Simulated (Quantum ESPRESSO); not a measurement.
Al2InGaAs4, input and log of a self-consistent run

Simulated, not a measurement. The program is pw.x of Quantum ESPRESSO 7.5 (plane-wave density functional theory). The cell is made up: 8 atoms on a zincblende/diamond lattice, with randomly drawn elements, strain and displacements, not relaxed. PseudoDojo standard norm-conserving files (v0.5 for PBE, v0.4.1 for LDA and PBEsol) set the functional; there is no spin polarisation, spin-orbit coupling or dispersion term, and the masses in the input are unused placeholders.

Input:

```
&control calculation='scf', pseudo_dir='./dojo.nc.sr.pbe.v0_5.standard.upf', outdir='./o', disk_io='medium', tprnfor=.true., tstress=.true. /
&system ibrav=0, nat=8, ntyp=4, nbnd=52, ecutwfc=84.00895049, nosym=.true., tot_charge=0,
 occupations='smearing', smearing='fd', degauss=0.0018374661
/
&electrons conv_thr=7.350e-09, electron_maxstep=60, /
ATOMIC_SPECIES
Al 1.0 Al.upf
As 1.0 As.upf
Ga 1.0 Ga.upf
In 1.0 In.upf
CELL_PARAMETERS angstrom
5.814 0.0 0.0
0.0 5.814 0.0
0.0 0.0 5.8082
ATOMIC_POSITIONS angstrom
Al 0.0383 0.0693 -0.0336
In 0.1002 2.9278 2.9494
Ga 2.8733 0.0432 2.9711
Al 2.9648 2.9114 0.0415
As 1.4222 1.4652 1.5118
As 1.4029 4.3206 4.3818
As 4.3807 1.4052 4.4285
As 4.4009 4.4798 1.3847
K_POINTS automatic
4 4 4 1 1 1
```

The log is shortened where brackets say so; the opening notice, blank lines, dates and the lines on written files are dropped, and the path of the files is cut. It prints rydbergs, bohrs and kilobars, and counts compression as positive stress.

```
     Program PWSCF v.7.5
     Parallel version (MPI & OpenMP), running on       1 processor cores
     Number of MPI processes:                 1
     Threads/MPI process:                     1
     [start-up lines left out]
     bravais-lattice index     =            0
     lattice parameter (alat)  =      10.9869  a.u.
     unit-cell volume          =    1324.9156 (a.u.)^3
     number of atoms/cell      =            8
     number of atomic types    =            4
     number of electrons       =        92.00
     number of Kohn-Sham states=           52
     kinetic-energy cutoff     =      84.0090  Ry
     charge density cutoff     =     336.0358  Ry
     scf convergence threshold =      7.3E-09
     mixing beta               =       0.7000
     number of iterations used =            8  plain     mixing
     Exchange-correlation= PBE
                           (   1   4   3   4   0   0   0)
     [axes and pseudopotential details left out]
   Cartesian axes
     site n.     atom                  positions (alat units)
         1        Al     tau(   1) = (   0.0065875   0.0119195  -0.0057792  )
         2        In     tau(   2) = (   0.0172343   0.5035776   0.5072927  )
         3        Ga     tau(   3) = (   0.4942036   0.0074303   0.5110251  )
         4        Al     tau(   4) = (   0.5099415   0.5007568   0.0071379  )
         5        As     tau(   5) = (   0.2446164   0.2520124   0.2600275  )
         6        As     tau(   6) = (   0.2412969   0.7431373   0.7536636  )
         7        As     tau(   7) = (   0.7534744   0.2416925   0.7616959  )
         8        As     tau(   8) = (   0.7569487   0.7705194   0.2381665  )
     number of k points=    32  Fermi-Dirac smearing, width (Ry)=  0.0018
                       cart. coord. in units 2pi/alat
        k(    1) = (   0.1250000   0.1250000   0.1251248), wk =   0.0625000
        k(    2) = (   0.1250000   0.1250000   0.3753745), wk =   0.0625000
     [further k points left out]
     Dense  grid:   137881 G-vectors     FFT dimensions: (  72,  72,  72)
     Estimated max dynamical RAM per process >     208.28 MB
     Initial potential from superposition of free atoms
     starting charge      91.9876, renormalised to      92.0000
     Starting wfcs are   62 randomized atomic wfcs
     total cpu time spent up to now is       43.9 secs
     per-process dynamical memory:   113.3 Mb
     Self-consistent Calculation
     iteration #  1     ecut=    84.01 Ry     beta= 0.70
     Davidson diagonalization with overlap
     ethr =  1.00E-02,  avg # of iterations =  4.1
     Threshold (ethr) on eigenvalues was too large:
     Diagonalizing with lowered threshold
     Davidson diagonalization with overlap
     ethr =  2.63E-04,  avg # of iterations =  3.6
     total cpu time spent up to now is      232.2 secs
     total energy              =   -1143.77193985 Ry
     estimated scf accuracy    <       0.25229718 Ry
     iteration #  2     ecut=    84.01 Ry     beta= 0.70
     Davidson diagonalization with overlap
     ethr =  2.74E-04,  avg # of iterations =  3.6
     total cpu time spent up to now is      343.1 secs
     total energy              =   -1143.81662562 Ry
     estimated scf accuracy    <       0.05480430 Ry
     iteration #  3     ecut=    84.01 Ry     beta= 0.70
     Davidson diagonalization with overlap
     ethr =  5.96E-05,  avg # of iterations =  5.5
     total cpu time spent up to now is      426.1 secs
     total energy              =   -1143.82863208 Ry
     estimated scf accuracy    <       0.00768978 Ry
     iteration #  4     ecut=    84.01 Ry     beta= 0.70
     Davidson diagonalization with overlap
     ethr =  8.36E-06,  avg # of iterations =  6.2
     total cpu time spent up to now is      543.8 secs
     total energy              =   -1143.83066470 Ry
     estimated scf accuracy    <       0.00212501 Ry
     iteration #  5     ecut=    84.01 Ry     beta= 0.70
     Davidson diagonalization with overlap
     ethr =  2.31E-06,  avg # of iterations =  2.2
     total cpu time spent up to now is      600.2 secs
     total energy              =   -1143.83101030 Ry
     estimated scf accuracy    <       0.00004273 Ry
     iteration #  6     ecut=    84.01 Ry     beta= 0.70
     Davidson diagonalization with overlap
     ethr =  4.64E-08,  avg # of iterations =  4.2
     total cpu time spent up to now is      662.6 secs
     total energy              =   -1143.83103340 Ry
     estimated scf accuracy    <       0.00001592 Ry
     iteration #  7     ecut=    84.01 Ry     beta= 0.70
     Davidson diagonalization with overlap
     ethr =  1.73E-08,  avg # of iterations =  2.0
     total cpu time spent up to now is      755.8 secs
     total energy              =   -1143.83103533 Ry
     estimated scf accuracy    <       0.00000271 Ry
     iteration #  8     ecut=    84.01 Ry     beta= 0.70
     Davidson diagonalization with overlap
     ethr =  2.94E-09,  avg # of iterations =  2.4
     total cpu time spent up to now is      830.5 secs
     total energy              =   -1143.83103575 Ry
     estimated scf accuracy    <       0.00000019 Ry
     iteration #  9     ecut=    84.01 Ry     beta= 0.70
     Davidson diagonalization with overlap
     ethr =  2.02E-10,  avg # of iterations =  4.0
     total cpu time spent up to now is      949.0 secs
     total energy              =   -1143.83103584 Ry
     estimated scf accuracy    <       0.00000003 Ry
     iteration # 10     ecut=    84.01 Ry     beta= 0.70
     Davidson diagonalization with overlap
     ethr =  3.78E-11,  avg # of iterations =  2.0
     total cpu time spent up to now is     1006.4 secs
     End of self-consistent calculation
     [lines on levels left out]
!    total energy              =   -1143.83103585 Ry
     estimated scf accuracy    <          5.9E-09 Ry
     smearing contrib. (-TS)   =      -0.00000000 Ry
     internal energy E=F+TS    =   -1143.83103585 Ry
     The total energy is F=E-TS. E is the sum of the following terms:
     one-electron contribution =    -682.55460924 Ry
     hartree contribution      =     389.58973889 Ry
     xc contribution           =    -276.40780395 Ry
     ewald contribution        =    -574.45836154 Ry
     convergence has been achieved in  10 iterations
     Forces acting on atoms (cartesian axes, Ry/au):
     atom    1 type  1   force =     0.00759957   -0.01787143    0.01676246
     atom    2 type  4   force =    -0.08942225   -0.00400852   -0.02916534
     atom    3 type  3   force =     0.00818827   -0.01901603   -0.01106346
     atom    4 type  1   force =    -0.00824111    0.00435900    0.00576497
     atom    5 type  2   force =     0.05751142   -0.03582717   -0.05878494
     atom    6 type  2   force =     0.07807609    0.06500973    0.06744497
     atom    7 type  2   force =    -0.02964010    0.01241144   -0.00221394
     atom    8 type  2   force =    -0.02407190   -0.00505701    0.01125527
     Total force =     0.186760     Total SCF correction =     0.000449
     Computing stress (Cartesian axis) and pressure
          total   stress  (Ry/bohr**3)                   (kbar)     P=       21.82
   0.00012093   0.00001691   0.00005050           17.79        2.49        7.43
   0.00001691   0.00016109   0.00013921            2.49       23.70       20.48
   0.00005050   0.00013921   0.00016294            7.43       20.48       23.97
     init_run     :     41.15s CPU     43.65s WALL (       1 calls)
     electrons    :    918.87s CPU    962.55s WALL (       1 calls)
     forces       :      8.47s CPU      8.59s WALL (       1 calls)
     stress       :     29.15s CPU     29.35s WALL (       1 calls)
     [timing details left out]
     PWSCF        :  16m38.06s CPU  17m24.96s WALL
     JOB DONE.
```

In other units: free energy -15562.614 eV for the cell, pressure 2.18 GPa, largest force component 2.299 eV/Å. A rerun of the same cell at another strain at 1437 eV and a 6 x 6 x 6 mesh moved values by no more than 0.011 eV in energy, 0.02 GPa in stress and 0.003 eV/Å in force.